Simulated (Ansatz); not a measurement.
Input file for Ansatz (an electronic-structure program):

Ansatz 0.2 input:
```yaml
crystal:
  lattice:
    - [3.4168731807, 0.0, 0.0]
    - [0.0, 3.4168731807, 0.0]
    - [0.0, 0.0, 6.0661891292]
  atoms:
    - { symbol: C, position: [0.8316406444, 0.3316406444, 0.359751206] }
    - { symbol: C, position: [0.1683593556, 0.6683593556, 0.359751206] }
    - { symbol: C, position: [0.1683593556, 0.3316406444, 0.859751206] }
    - { symbol: C, position: [0.8316406444, 0.6683593556, 0.859751206] }
    - { symbol: C, position: [0.6683593556, 0.8316406444, 0.640248794] }
    - { symbol: C, position: [0.3316406444, 0.1683593556, 0.640248794] }
    - { symbol: C, position: [0.3316406444, 0.8316406444, 0.140248794] }
    - { symbol: C, position: [0.6683593556, 0.1683593556, 0.140248794] }
    - { symbol: C, position: [0.0, 0.0, 0.5] }
    - { symbol: C, position: [0.5, 0.5, 0.0] }
    - { symbol: C, position: [0.5, 0.5, 0.5] }
    - { symbol: C, position: [0.0, 0.0, 0.0] }
kpoints:
  mp_grid: { grid: [8, 8, 5] }
hamiltonian:
  xc: r2scan
  pseudopotentials: { azcp: { folder: ./paw }, kind: paw }
scf:
  occupations: { method: fixed }
elastic: { mode: relaxed_ion, stencil: two_point, amplitude: 0.005, f_tol: 0.0005 }
```

Output (shortened):

```
Pseudopotential: C, paw, valence charge 4
Functional definition: r2SCAN
Crystal: 12 atoms, lattice volume = 70.823 Å³
Basis set: ecut = 500 eV, 1791 PW (Γ), exchange–correlation on 108×108×180 points (64 copies of the dense FFT grid, shifted against one another)
Bands: 36, of which v1, the nominal top of the filled ones, is band 24 counted from 1 (23 counted from 0)
Symmetry: 16 space group operations
Space group: P42/ncm (ITA 138), of the structure as read, at distance tolerance 4.1e-5 Å
k-points: 45 of 320
SCF 1 converged in 10 iterations: F = -3017.206192 eV  dr2 = 2.53e-14
Crystal: 12 atoms, lattice volume = 70.823 Å³
SCF 2 converged in 2 iterations: F = -3017.206192 eV  dr2 = 3.87e-15
Crystal: 12 atoms, lattice volume = 70.469 Å³
Symmetry: 8 space group operations
k-points: 75 of 320
SCF 3 converged in 9 iterations: F = -3017.200428 eV  dr2 = 1.64e-14
relax step   1: F+E_penalty+E_count = -3017.20042835 eV  Δ(F+E_penalty+E_count) = +0.000e0 eV  max|allowed force component| = 5.130e-2 eV/Å  Δτ_max = 0.0000 Å  (9 SCF iters, accepted)
Crystal: 12 atoms, lattice volume = 70.469 Å³
SCF 4 converged in 7 iterations: F = -3017.200596 eV  dr2 = 5.23e-14
relax step   2: F+E_penalty+E_count = -3017.20059646 eV  Δ(F+E_penalty+E_count) = -1.681e-4 eV  max|allowed force component| = 3.053e-2 eV/Å  Δτ_max = 0.0005 Å  (7 SCF iters, accepted)
Crystal: 12 atoms, lattice volume = 70.469 Å³
SCF 5 converged in 8 iterations: F = -3017.200671 eV  dr2 = 1.79e-15
relax step   3: F+E_penalty+E_count = -3017.20067108 eV  Δ(F+E_penalty+E_count) = -7.462e-5 eV  max|allowed force component| = 1.327e-3 eV/Å  Δτ_max = 0.0007 Å  (8 SCF iters, accepted)
Crystal: 12 atoms, lattice volume = 70.469 Å³
SCF 6 converged in 6 iterations: F = -3017.200671 eV  dr2 = 6.75e-15
relax step   4: F+E_penalty+E_count = -3017.20067125 eV  Δ(F+E_penalty+E_count) = -1.708e-7 eV  max|allowed force component| = 5.356e-5 eV/Å  Δτ_max = 0.0000 Å  (6 SCF iters, accepted)
Crystal: 12 atoms, lattice volume = 70.469 Å³
SCF 7 converged in 2 iterations: F = -3017.200671 eV  dr2 = 1.52e-15
Crystal: 12 atoms, lattice volume = 71.177 Å³
Basis set: ecut = 500 eV, 1795 PW (Γ), exchange–correlation on 108×108×180 points (64 copies of the dense FFT grid, shifted against one another)
SCF 8 converged in 9 iterations: F = -3017.200482 eV  dr2 = 1.76e-14
relax step   1: F+E_penalty+E_count = -3017.20048153 eV  Δ(F+E_penalty+E_count) = +0.000e0 eV  max|allowed force component| = 4.788e-2 eV/Å  Δτ_max = 0.0000 Å  (9 SCF iters, accepted)
Crystal: 12 atoms, lattice volume = 71.177 Å³
SCF 9 converged in 8 iterations: F = -3017.200703 eV  dr2 = 2.72e-15
relax step   2: F+E_penalty+E_count = -3017.20070258 eV  Δ(F+E_penalty+E_count) = -2.210e-4 eV  max|allowed force component| = 1.270e-3 eV/Å  Δτ_max = 0.0011 Å  (8 SCF iters, accepted)
Crystal: 12 atoms, lattice volume = 71.177 Å³
SCF 10 converged in 6 iterations: F = -3017.200703 eV  dr2 = 8.15e-15
relax step   3: F+E_penalty+E_count = -3017.20070271 eV  Δ(F+E_penalty+E_count) = -1.244e-7 eV  max|allowed force component| = 5.607e-5 eV/Å  Δτ_max = 0.0000 Å  (6 SCF iters, accepted)
Crystal: 12 atoms, lattice volume = 71.177 Å³
SCF 11 converged in 2 iterations: F = -3017.200703 eV  dr2 = 1.58e-15
Crystal: 12 atoms, lattice volume = 70.469 Å³
Basis set: ecut = 500 eV, 1775 PW (Γ), exchange–correlation on 108×108×180 points (64 copies of the dense FFT grid, shifted against one another)
SCF 12 converged in 9 iterations: F = -3017.200501 eV  dr2 = 1.22e-15
relax step   1: F+E_penalty+E_count = -3017.20050096 eV  Δ(F+E_penalty+E_count) = +0.000e0 eV  max|allowed force component| = 2.920e-2 eV/Å  Δτ_max = 0.0000 Å  (9 SCF iters, accepted)
Crystal: 12 atoms, lattice volume = 70.469 Å³
SCF 13 converged in 7 iterations: F = -3017.200648 eV  dr2 = 3.51e-14
relax step   2: F+E_penalty+E_count = -3017.20064840 eV  Δ(F+E_penalty+E_count) = -1.474e-4 eV  max|allowed force component| = 1.693e-2 eV/Å  Δτ_max = 0.0005 Å  (7 SCF iters, accepted)
Crystal: 12 atoms, lattice volume = 70.469 Å³
SCF 14 converged in 7 iterations: F = -3017.200706 eV  dr2 = 2.04e-14
relax step   3: F+E_penalty+E_count = -3017.20070622 eV  Δ(F+E_penalty+E_count) = -5.782e-5 eV  max|allowed force component| = 2.980e-4 eV/Å  Δτ_max = 0.0006 Å  (7 SCF iters, accepted)
Crystal: 12 atoms, lattice volume = 70.469 Å³
SCF 15 converged in 2 iterations: F = -3017.200706 eV  dr2 = 1.52e-15
Crystal: 12 atoms, lattice volume = 71.177 Å³
SCF 16 converged in 9 iterations: F = -3017.200579 eV  dr2 = 1.33e-15
relax step   1: F+E_penalty+E_count = -3017.20057898 eV  Δ(F+E_penalty+E_count) = +0.000e0 eV  max|allowed force component| = 2.754e-2 eV/Å  Δτ_max = 0.0000 Å  (9 SCF iters, accepted)
Crystal: 12 atoms, lattice volume = 71.177 Å³
SCF 17 converged in 7 iterations: F = -3017.200776 eV  dr2 = 5.17e-14
relax step   2: F+E_penalty+E_count = -3017.20077602 eV  Δ(F+E_penalty+E_count) = -1.970e-4 eV  max|allowed force component| = 6.492e-4 eV/Å  Δτ_max = 0.0011 Å  (7 SCF iters, accepted)
Crystal: 12 atoms, lattice volume = 71.177 Å³
SCF 18 converged in 6 iterations: F = -3017.200776 eV  dr2 = 2.58e-15
relax step   3: F+E_penalty+E_count = -3017.20077608 eV  Δ(F+E_penalty+E_count) = -6.666e-8 eV  max|allowed force component| = 2.107e-5 eV/Å  Δτ_max = 0.0000 Å  (6 SCF iters, accepted)
Crystal: 12 atoms, lattice volume = 71.177 Å³
SCF 19 converged in 2 iterations: F = -3017.200776 eV  dr2 = 7.18e-16
Crystal: 12 atoms, lattice volume = 70.822 Å³
Basis set: ecut = 500 eV, 1789 PW (Γ), exchange–correlation on 108×108×180 points (64 copies of the dense FFT grid, shifted against one another)
Symmetry: 4 space group operations
k-points: 105 of 320
SCF 20 converged in 10 iterations: F = -3017.203166 eV  dr2 = 1.17e-14
relax step   1: F+E_penalty+E_count = -3017.20316599 eV  Δ(F+E_penalty+E_count) = +0.000e0 eV  max|allowed force component| = 4.775e-2 eV/Å  Δτ_max = 0.0000 Å  (10 SCF iters, accepted)
Crystal: 12 atoms, lattice volume = 70.822 Å³
SCF 21 converged in 9 iterations: F = -3017.203389 eV  dr2 = 4.83e-15
relax step   2: F+E_penalty+E_count = -3017.20338879 eV  Δ(F+E_penalty+E_count) = -2.228e-4 eV  max|allowed force component| = 2.418e-2 eV/Å  Δτ_max = 0.0010 Å  (9 SCF iters, accepted)
Crystal: 12 atoms, lattice volume = 70.822 Å³
SCF 22 converged in 8 iterations: F = -3017.203441 eV  dr2 = 5.43e-14
relax step   3: F+E_penalty+E_count = -3017.20344149 eV  Δ(F+E_penalty+E_count) = -5.270e-5 eV  max|allowed force component| = 1.596e-3 eV/Å  Δτ_max = 0.0005 Å  (8 SCF iters, accepted)
Crystal: 12 atoms, lattice volume = 70.822 Å³
SCF 23 converged in 7 iterations: F = -3017.203442 eV  dr2 = 8.11e-15
relax step   4: F+E_penalty+E_count = -3017.20344151 eV  Δ(F+E_penalty+E_count) = -1.991e-8 eV  max|allowed force component| = 1.759e-3 eV/Å  Δτ_max = 0.0003 Å  (7 SCF iters, accepted)
Crystal: 12 atoms, lattice volume = 70.822 Å³
SCF 24 converged in 6 iterations: F = -3017.203443 eV  dr2 = 7.90e-14
relax step   5: F+E_penalty+E_count = -3017.20344272 eV  Δ(F+E_penalty+E_count) = -1.208e-6 eV  max|allowed force component| = 1.242e-4 eV/Å  Δτ_max = 0.0001 Å  (6 SCF iters, accepted)
Crystal: 12 atoms, lattice volume = 70.822 Å³
SCF 25 converged in 2 iterations: F = -3017.203443 eV  dr2 = 1.97e-14
Crystal: 12 atoms, lattice volume = 70.822 Å³
SCF 26 converged in 10 iterations: F = -3017.203166 eV  dr2 = 1.27e-14
relax step   1: F+E_penalty+E_count = -3017.20316599 eV  Δ(F+E_penalty+E_count) = +0.000e0 eV  max|allowed force component| = 4.775e-2 eV/Å  Δτ_max = 0.0000 Å  (10 SCF iters, accepted)
Crystal: 12 atoms, lattice volume = 70.822 Å³
SCF 27 converged in 9 iterations: F = -3017.203442 eV  dr2 = 9.08e-15
relax step   2: F+E_penalty+E_count = -3017.20344243 eV  Δ(F+E_penalty+E_count) = -2.764e-4 eV  max|allowed force component| = 1.749e-3 eV/Å  Δτ_max = 0.0012 Å  (9 SCF iters, accepted)
Crystal: 12 atoms, lattice volume = 70.822 Å³
SCF 28 converged in 7 iterations: F = -3017.203443 eV  dr2 = 8.70e-15
relax step   3: F+E_penalty+E_count = -3017.20344272 eV  Δ(F+E_penalty+E_count) = -2.922e-7 eV  max|allowed force component| = 1.053e-4 eV/Å  Δτ_max = 0.0000 Å  (7 SCF iters, accepted)
Crystal: 12 atoms, lattice volume = 70.822 Å³
SCF 29 converged in 2 iterations: F = -3017.203443 eV  dr2 = 2.00e-15
Crystal: 12 atoms, lattice volume = 70.822 Å³
k-points: 63 of 320
SCF 30 converged in 10 iterations: F = -3017.202943 eV  dr2 = 7.80e-14
relax step   1: F+E_penalty+E_count = -3017.20294304 eV  Δ(F+E_penalty+E_count) = +0.000e0 eV  max|allowed force component| = 1.900e-2 eV/Å  Δτ_max = 0.0000 Å  (10 SCF iters, accepted)
Crystal: 12 atoms, lattice volume = 70.822 Å³
SCF 31 converged in 7 iterations: F = -3017.202963 eV  dr2 = 8.39e-14
relax step   2: F+E_penalty+E_count = -3017.20296299 eV  Δ(F+E_penalty+E_count) = -1.995e-5 eV  max|allowed force component| = 9.316e-3 eV/Å  Δτ_max = 0.0002 Å  (7 SCF iters, accepted)
Crystal: 12 atoms, lattice volume = 70.822 Å³
SCF 32 converged in 8 iterations: F = -3017.202970 eV  dr2 = 5.04e-14
relax step   3: F+E_penalty+E_count = -3017.20296998 eV  Δ(F+E_penalty+E_count) = -6.998e-6 eV  max|allowed force component| = 1.617e-3 eV/Å  Δτ_max = 0.0002 Å  (8 SCF iters, accepted)
Crystal: 12 atoms, lattice volume = 70.822 Å³
SCF 33 converged in 8 iterations: F = -3017.202970 eV  dr2 = 1.76e-14
relax step   4: F+E_penalty+E_count = -3017.20297038 eV  Δ(F+E_penalty+E_count) = -3.981e-7 eV  max|allowed force component| = 9.333e-4 eV/Å  Δτ_max = 0.0001 Å  (8 SCF iters, accepted)
Crystal: 12 atoms, lattice volume = 70.822 Å³
SCF 34 converged in 6 iterations: F = -3017.202970 eV  dr2 = 8.19e-14
relax step   5: F+E_penalty+E_count = -3017.20297043 eV  Δ(F+E_penalty+E_count) = -4.686e-8 eV  max|allowed force component| = 1.725e-5 eV/Å  Δτ_max = 0.0000 Å  (6 SCF iters, accepted)
Crystal: 12 atoms, lattice volume = 70.822 Å³
SCF 35 converged in 2 iterations: F = -3017.202970 eV  dr2 = 1.21e-14
Crystal: 12 atoms, lattice volume = 70.822 Å³
SCF 36 converged in 10 iterations: F = -3017.202943 eV  dr2 = 7.99e-14
relax step   1: F+E_penalty+E_count = -3017.20294304 eV  Δ(F+E_penalty+E_count) = +0.000e0 eV  max|allowed force component| = 1.900e-2 eV/Å  Δτ_max = 0.0000 Å  (10 SCF iters, accepted)
Crystal: 12 atoms, lattice volume = 70.822 Å³
SCF 37 converged in 8 iterations: F = -3017.202970 eV  dr2 = 3.85e-14
relax step   2: F+E_penalty+E_count = -3017.20297037 eV  Δ(F+E_penalty+E_count) = -2.733e-5 eV  max|allowed force component| = 7.108e-4 eV/Å  Δτ_max = 0.0003 Å  (8 SCF iters, accepted)
Crystal: 12 atoms, lattice volume = 70.822 Å³
SCF 38 converged in 7 iterations: F = -3017.202970 eV  dr2 = 9.77e-15
relax step   3: F+E_penalty+E_count = -3017.20297042 eV  Δ(F+E_penalty+E_count) = -5.210e-8 eV  max|allowed force component| = 2.135e-4 eV/Å  Δτ_max = 0.0000 Å  (7 SCF iters, accepted)
Crystal: 12 atoms, lattice volume = 70.822 Å³
SCF 39 converged in 2 iterations: F = -3017.202970 eV  dr2 = 1.82e-15
SCF converged after 2 iterations
Free energy (F): -3017.206192 eV
Harris-Foulkes:  -3017.206192 eV  (|F-HF|=1.82e-12)
Internal energy: -3017.206192 eV  (E = F + TS)
E sigma→0 (E₀):  -3017.206192 eV
Fermi energy:    11.365961 eV
--- Per-component energies (eV) ---
  E_band       = 154.957727
  E_kinetic    = 1073.863353
  E_local      = -755.067706  (includes V_loc(G=0)·N_el)
  E_nonlocal   = 272.554864
  E_hartree    = 193.752442
  E_xc         = -562.252710
  E_vxc        = -773.147059  (∫ρ·V_xc dr)
  E_paw        = -1217.180069  (= ΣΔE_a)
  E_vpaw       = -91.558997  (= ΣTr[D̂ρ^β])
  E_aug_tail   = 0.000024  (compensation charges beyond the density's cutoff)
  E_vtau       = 40.808364  (kinetic-family band-sum trace: ∫τ·v_τ [+ j·A + Jᵃ·Aᵃ] dr)
  E_ewald      = -2022.579102
  E_core_change = -0.297287  (= ΣΔE_core)
  E_smearing   =  0.000000  (= −TS)
  E_closure    = 0.000000  (closes the sum)
  Σ components = -3017.206192   (vs F -3017.206192, Δ=0.00e0)
--- Forces (eV/Å), atoms counted from 1 ---
  atom   1  C     -0.00005200    -0.00005200    -0.00004098
  atom   2  C      0.00005200     0.00005200    -0.00004098
  atom   3  C      0.00005200    -0.00005200    -0.00004098
  atom   4  C     -0.00005200     0.00005200    -0.00004098
  atom   5  C      0.00005200    -0.00005200     0.00004098
  atom   6  C     -0.00005200     0.00005200     0.00004098
  atom   7  C     -0.00005200    -0.00005200     0.00004098
  atom   8  C      0.00005200     0.00005200     0.00004098
  atom   9  C      0.00000000     0.00000000     0.00000000
  atom  10  C      0.00000000     0.00000000     0.00000000
  atom  11  C      0.00000000     0.00000000     0.00000000
  atom  12  C      0.00000000     0.00000000     0.00000000
  max |Σ_I F_I| component: 3.47e-17 eV/Å
--- Stress (GPa, compression-positive) ---
       -0.002072       0.000000       0.000000
        0.000000      -0.002072       0.000000
        0.000000       0.000000       0.000911
  P = ⅓ Tr σ = -0.0011 GPa (-0.011 kbar)
--- Band table (eV; the first three rows and the last of 45) ---
  k-point 0: bands = ["-9.8208", "-7.4889", "-5.4057", "-0.6857", "-0.6857", "-0.5256", "0.4069", "1.2874", "1.9899", "1.9899", "3.0381", "4.3406", "4.8495", "5.5236", "5.7034", "6.2776", "6.2776", "7.7619", "7.7619", "8.4251", "8.6734", "9.1087", "9.1087", …
  k-point 1: bands = ["-9.6953", "-7.9763", "-4.6970", "-0.6687", "-0.6687", "-0.4140", "-0.2535", "0.9848", "1.9285", "1.9285", "2.9475", "4.2679", "4.8148", "6.1908", "6.3697", "6.3697", "6.5945", "7.8485", "7.8485", "8.0311", "8.4962", "9.0016", "9.0016", …
  k-point 2: bands = ["-9.3234", "-8.7250", "-3.3031", "-1.7140", "-0.6403", "-0.6403", "-0.0882", "0.4154", "1.8315", "1.8315", "3.1212", "3.5953", "5.8667", "6.5103", "6.5103", "7.0531", "7.0900", "7.7774", "8.0643", "8.0643", "8.4587", "8.7599", "8.7599", …
  k-point 44: bands = ["-5.0890", "-5.0890", "-4.3008", "-4.3008", "-3.7768", "-3.7768", "-2.6405", "-2.6405", "1.6441", "1.6441", "3.1843", "3.1843", "3.7292", "3.7292", "5.3079", "5.3079", "9.9420", "9.9420", "10.3484", "10.3484", "10.4053", "10.4053", …
--- Elastic constants: 4 strain directions × 2 members + reference (group order 16) ---
  dense FFT box of the reference and of every strained cell: 27×27×45
  strains applied: 11, 33, 23, 12; error gains …
  C = ∂σ_k/∂η_j (tension-positive GPa; Voigt order 11 22 33 23 13 12):
       996.327    160.372    119.705      0.000      0.000      0.000
       160.372    996.327    119.705      0.000      0.000      0.000
       119.722    119.722    986.421      0.000      0.000      0.000
         0.000      0.000      0.000    498.189      0.000      0.000
         0.000      0.000      0.000      0.000    498.189      0.000
         0.000      0.000      0.000      0.000      0.000    583.456
  reference stress σ⁰ (GPa):      0.002      0.002     -0.001      0.000      0.000      0.000
  moduli (Voigt/Reuss/Hill, GPa): K = 419.85/419.64/419.75   G = 487.92/481.43/484.68   E = 1049.92   ν = 0.083
  mechanically stable: yes (min eigenvalue of sym C = 498.19 GPa)
  strain η (Voigt 11):  stress-route row diagonal C_11 = 996.33 GPa, energy-path curvature d²(F+E_count+ΔE)/dδ²/Ω₀ = 996.32 GPa
         δ    σ_11 (GPa)             F (eV)   n_scf  n_hpsi   n_pw
    -5.000e-3      -5.0095       -3017.2006713       2   19814   1812   relax 4 steps, max|allowed force component| 5.36e-5 eV/Å
     5.000e-3       4.9538       -3017.2007027       2   19799   1830   relax 3 steps, max|allowed force component| 5.61e-5 eV/Å
  strain η (Voigt 33):  stress-route row diagonal C_33 = 986.42 GPa, energy-path curvature d²(F+E_count+ΔE)/dδ²/Ω₀ = 986.40 GPa
         δ    σ_33 (GPa)             F (eV)   n_scf  n_hpsi   n_pw
    -5.000e-3      -4.9757       -3017.2007062       2   11934   1808   relax 3 steps, max|allowed force component| 2.98e-4 eV/Å
     5.000e-3       4.8885       -3017.2007761       2   11907   1832   relax 3 steps, max|allowed force component| 2.11e-5 eV/Å
  strain η (Voigt 23):  stress-route row diagonal C_44 = 498.19 GPa, energy-path curvature d²(F+E_count+ΔE)/dδ²/Ω₀ = 498.21 GPa
         δ    σ_23 (GPa)             F (eV)   n_scf  n_hpsi   n_pw
    -5.000e-3      -2.4909       -3017.2034427       2   27965   1816   relax 5 steps, max|allowed force component| 1.24e-4 eV/Å
     5.000e-3       2.4909       -3017.2034427       2   27764   1816   relax 3 steps, max|allowed force component| 1.05e-4 eV/Å
  strain η (Voigt 12):  stress-route row diagonal C_66 = 583.46 GPa, energy-path curvature d²(F+E_count+ΔE)/dδ²/Ω₀ = 583.45 GPa
         δ    σ_12 (GPa)             F (eV)   n_scf  n_hpsi   n_pw
    -5.000e-3      -2.9173       -3017.2029704       2   16755   1816   relax 5 steps, max|allowed force component| 1.72e-5 eV/Å
     5.000e-3       2.9173       -3017.2029704       2   16691   1816   relax 3 steps, max|allowed force component| 2.14e-4 eV/Å
```

Cost: around 10 core-minutes (rough) on shared cores.

Space group P4_2/ncm. The start of the workflow was typed in or built on a structure type; neither database checked (COD, Materials Project) lists it. It is not the phase usual at ambient conditions (space group No. 194, 227). The r²SCAN relaxation kept the symmetry of its start; whether a distortion lowers the energy is not shown.

Potentials: the earlier of the program's two PAW sets.

Ansatz is a plane-wave DFT program.
